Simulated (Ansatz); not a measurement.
An Ansatz input:

```yaml
crystal:
  lattice:
    - [-1.3804854514, 1.3804854514, 1.3804854514]
    - [1.3804854514, -1.3804854514, 1.3804854514]
    - [1.3804854514, 1.3804854514, -1.3804854514]
  atoms:
    - { symbol: Ni, position: [0.0, 0.0, 0.0], spin: 0.547 }
hamiltonian:
  xc: mr2scan
  pseudopotentials:
    kind: paw
    azcp:
      Ni: "pseudopotentials/Ni.paw.azcp"
basis:
  ecutwfc: 500
  fft_grid_basis: typed
kpoints:
  mp_grid: { grid: [26, 26, 26], shift: [0, 0, 0] }
magnetization:
  spin_polarized: true
scf:
  occupations: { method: fermi_dirac, width: 0.05 }
```

Output

```
Engine: ansatz 0.2.0, x86_64-unknown-linux-gnu
Pseudopotentials: kind: paw
Pseudopotential: Ni, paw, valence charge 18, recommended cutoff 500 eV (meta_gga) 
Functional definition: m-r2SCAN
  exchange = m_r2scan_x
  correlation = m_r2scan_c
Crystal: 1 atoms, lattice volume = 10.523 Å³
Basis set: ecut = 500 eV, 249 PW (Γ), exchange–correlation on 72×72×72 points (64 copies of the dense FFT grid, shifted against one another)
Bands: 14, of which v1, the nominal top of the filled ones, is band 9 counted from 1 (8 counted from 0)
Symmetry: 48 space group operations
Space group: Im-3m (ITA 229), of the structure as read, at distance tolerance 2.2e-5 Å
Magnetic group: BNS 229.140 (UNI 1642), of the structure as read, at distance tolerance 2.2e-5 Å
k-points: 511 of 17576
Non-local potential: Ni, projectors of the file, l = 0: 3, l = 1: 2, l = 2: 3, l = 3: 1
PAW form: soft (Blöchl's): semilocal exchange-correlation on the pseudo side does not see the compensation charge
PAW frozen core: Ni, regenerated for the run's functional (the file was generated under x = pbe(κ = 0.804, μ = 0.2195149727645171), c = pbe(β = 0.06672455060314922))
PAW one-centre angular grid: Ni, 590 points (default); XC on 160 Gauss nodes
Initial density: superposition of atomic densities (chi_scale 0.1, normalization cell)
Starting moments: Σ|m| = 0.547 μB on 1 of 1 site
Initial wavefunctions: pseudopotential atomic-orbital guess
Functional: x = mr2scan, c = mr2scan; τ floored in thin density (d = 2e-4 eV/Å³)
iter 1 solved again at ethr=1.96e-3 eV; its pass at ethr=3.10e-3 eV (dr2=3.53e-1 eV) is discarded
SCF iter   1: F=—  HF=-5844.116411 eV  |F-HF|=—  |Δ(HF+E_count)|=         —  Δρ=4.08e-2 (↑1.47e-2 ↓4.08e-2)  dr2=1.89e-1  dr2_τ=5.09e-3  dr2_m=2.10e-2  M=0.555 μB ∫|m|=0.570 μB  β_m=1.00  ethr=1.96e-3  ⟨swp⟩=3.7  Hψ=111012  notcnv=0
Mixer restart at iter 1: flushing history
SCF iter   2: F=—  HF=-5844.115108 eV  |F-HF|=—  |Δ(HF+E_count)|=         —  Δρ=3.29e-2 (↑3.29e-2 ↓1.11e-2)  dr2=6.29e-2  dr2_τ=5.68e-4  dr2_m=2.10e-2  M=0.618 μB ∫|m|=0.661 μB  β_m=1.00  ethr=1.05e-3  ⟨swp⟩=4.2  Hψ=34401  notcnv=0  defer=85
Mixer restart at iter 2: flushing history
SCF iter   3: F=—  HF=-5844.516625 eV  |F-HF|=—  |Δ(HF+E_count)|=   4.02e-1  Δρ=1.10e-2 (↑9.81e-3 ↓1.10e-2)  dr2=1.62e-2  dr2_τ=2.46e-4  dr2_m=1.25e-4  M=0.608 μB ∫|m|=0.663 μB  β_m=1.00  ethr=3.50e-4  ⟨swp⟩=3.6  Hψ=35046  notcnv=0  defer=488  κ⁻¹=1.0e0(r=1)
SCF iter   4: F=—  HF=-5844.839104 eV  |F-HF|=—  |Δ(HF+E_count)|=   3.22e-1  Δρ=1.46e-2 (↑6.97e-3 ↓1.46e-2)  dr2=2.47e-2  dr2_τ=9.03e-5  dr2_m=1.65e-3  M=0.578 μB ∫|m|=0.639 μB  β_m=1.00  ethr=8.99e-5  ⟨swp⟩=2.8  Hψ=29538  notcnv=0  defer=488  κ⁻¹=8.9e-2(r=2)
SCF iter   5: F=—  HF=-5844.537664 eV  |F-HF|=—  |Δ(HF+E_count)|=   3.01e-1  Δρ=1.98e-2 (↑1.15e-2 ↓1.98e-2)  dr2=4.83e-2  dr2_τ=1.41e-4  dr2_m=1.94e-3  M=0.609 μB ∫|m|=0.667 μB  β_m=1.00  ethr=8.99e-5  ⟨swp⟩=2.8  Hψ=28970  notcnv=0  defer=488  κ⁻¹=1.8e-2(r=3)
SCF iter   6: F=—  HF=-5845.071957 eV  |F-HF|=—  |Δ(HF+E_count)|=   5.34e-1  Δρ=6.48e-3 (↑6.48e-3 ↓5.82e-3)  dr2=9.68e-3  dr2_τ=1.17e-5  dr2_m=1.48e-5  M=0.543 μB ∫|m|=0.604 μB  β_m=1.00  ethr=8.99e-5  ⟨swp⟩=3.1  Hψ=34184  notcnv=0  defer=491  κ⁻¹=2.0e-4(r=4)
SCF iter   7: F=—  HF=-5845.115550 eV  |F-HF|=—  |Δ(HF+E_count)|=   4.36e-2  Δρ=4.80e-3 (↑1.35e-3 ↓4.80e-3)  dr2=2.37e-3  dr2_τ=3.71e-6  dr2_m=3.42e-4  M=0.538 μB ∫|m|=0.598 μB  β_m=1.00  ethr=5.38e-5  ⟨swp⟩=2.3  Hψ=26431  notcnv=0  defer=537  κ⁻¹=1.7e-4(r=5)
SCF iter   8: F=—  HF=-5845.128017 eV  |F-HF|=—  |Δ(HF+E_count)|=   1.25e-2  Δρ=8.21e-4 (↑3.23e-4 ↓8.21e-4)  dr2=2.68e-5  dr2_τ=2.25e-7  dr2_m=2.63e-5  M=0.530 μB ∫|m|=0.589 μB  β_m=1.00  ethr=1.32e-5  ⟨swp⟩=2.3  Hψ=25281  notcnv=0  defer=538  κ⁻¹=3.8e-5(r=6)
SCF iter   9: F=—  HF=-5845.128129 eV  |F-HF|=—  |Δ(HF+E_count)|=   1.12e-4  Δρ=2.49e-4 (↑2.49e-4 ↓2.01e-4)  dr2=1.28e-5  dr2_τ=2.19e-8  dr2_m=7.24e-8  M=0.529 μB ∫|m|=0.588 μB  β_m=1.00  ethr=1.49e-7  ⟨swp⟩=2.3  Hψ=21865  notcnv=0  defer=538  κ⁻¹=3.0e-6(r=7)
SCF iter  10: F=—  HF=-5845.128461 eV  |F-HF|=—  |Δ(HF+E_count)|=   3.32e-4  Δρ=1.91e-4 (↑1.14e-4 ↓1.91e-4)  dr2=5.42e-6  dr2_τ=1.45e-8  dr2_m=1.64e-7  M=0.528 μB ∫|m|=0.587 μB  β_m=1.00  ethr=7.11e-8  ⟨swp⟩=2.0  Hψ=23108  notcnv=0  defer=538  κ⁻¹=1.1e-6(r=8)
SCF iter  11: F=—  HF=-5845.128541 eV  |F-HF|=—  |Δ(HF+E_count)|=   7.95e-5  Δρ=8.48e-5 (↑4.74e-5 ↓8.48e-5)  dr2=9.60e-7  dr2_τ=3.16e-9  dr2_m=3.80e-8  M=0.528 μB ∫|m|=0.587 μB  β_m=1.00  ethr=3.01e-8  ⟨swp⟩=2.0  Hψ=23112  notcnv=0  defer=538  κ⁻¹=8.8e-8(r=8)
SCF iter  12: F=—  HF=-5845.128549 eV  |F-HF|=—  |Δ(HF+E_count)|=   8.61e-6  Δρ=3.35e-5 (↑3.35e-5 ↓3.01e-5)  dr2=2.25e-7  dr2_τ=2.89e-10  dr2_m=6.31e-10  M=0.527 μB ∫|m|=0.586 μB  β_m=1.00  ethr=5.34e-9  ⟨swp⟩=2.0  Hψ=23119  notcnv=0  defer=538  κ⁻¹=5.4e-8(r=8)
SCF iter  13: F=—  HF=-5845.128549 eV  |F-HF|=—  |Δ(HF+E_count)|=   1.15e-7  Δρ=8.26e-6 (↑7.47e-6 ↓8.26e-6)  dr2=7.59e-9  dr2_τ=1.41e-10  dr2_m=9.23e-10  M=0.527 μB ∫|m|=0.586 μB  β_m=1.00  ethr=1.25e-9  ⟨swp⟩=2.3  Hψ=21551  notcnv=0  defer=538  κ⁻¹=3.6e-8(r=8)
SCF iter  14: F=—  HF=-5845.128549 eV  |F-HF|=—  |Δ(HF+E_count)|=   1.25e-7  Δρ=3.95e-6 (↑3.95e-6 ↓1.55e-6)  dr2=5.57e-10  dr2_τ=1.76e-11  dr2_m=5.82e-10  M=0.527 μB ∫|m|=0.586 μB  β_m=1.00  ethr=4.22e-11  ⟨swp⟩=2.1  Hψ=23830  notcnv=0  defer=538  κ⁻¹=8.4e-9(r=8)
SCF iter  15: F=-5845.128549 eV  HF=-5845.128549 eV  |F-HF|=3.22e-10  |Δ(HF+E_count)|=   2.09e-8  Δρ=2.88e-6 (↑7.92e-7 ↓2.88e-6)  dr2=3.09e-10  dr2_τ=1.19e-12  dr2_m=3.03e-10  M=0.527 μB ∫|m|=0.586 μB  ethr=3.09e-12  ⟨swp⟩=2.0  Hψ=47912  notcnv=0
SCF 1 converged in 15 iterations: F = -5845.128549 eV  dr2 = 3.09e-10
this state was not tested for a lower state beside it, because the mixer in use, unlike msr1, does not test its closes by its own steps (another_mixer; see scf.mixing.algorithm and scf.lower_state_search)
SCF converged after 15 iterations
Magnetization: 0.5274 μB (9.2637 up, 8.7363 down)
Absolute magnetization: 0.5867 μB (∫|ρ↑−ρ↓|, with the PAW one-centre terms)
Spin contamination: 0.0053 ħ² per cell (⟨S²⟩ above its minimum at these occupations)
Per-site moments (μB) at R_I (Å): [(0.5546284354326129, 0.9863167631354632)]
Free energy (F): -5845.128549 eV
Harris-Foulkes:  -5845.128549 eV  (|F-HF|=3.22e-10)
Internal energy: -5845.117544 eV  (E = F + TS)
E sigma→0 (E₀):  -5845.123047 eV
Entropy (-TS):   -0.011005 eV (-11.005 meV/atom)
Fermi energy:    18.535385 eV
--- Per-component energies (eV) ---
  E_band       = -295.764921
  E_kinetic    = 282.906470
  E_local      = -3391.717733  (includes V_loc(G=0)·N_el)
  E_nonlocal   = 641.774858
  E_hartree    = 1421.092671
  E_xc         = -78.797595
  E_vxc        = -116.934012  (∫ρ·V_xc dr)
  E_paw        = -1645.290354  (= ΣΔE_a)
  E_vpaw       = -562.623366  (= ΣTr[D̂ρ^β])
  E_aug_tail   = 0.000244  (compensation charges beyond the density's cutoff)
  E_vtau       = 8.641963  (kinetic-family band-sum trace: ∫τ·v_τ [+ j·A + Jᵃ·Aᵃ] dr)
  E_ewald      = -3074.786037
  E_core_change = -0.300069  (= ΣΔE_core)
  E_smearing   = -0.011005  (= −TS)
  E_closure    = 0.000000  (closes the sum)
  Σ components = -5845.128549   (vs F -5845.128549, Δ=0.00e0)
```
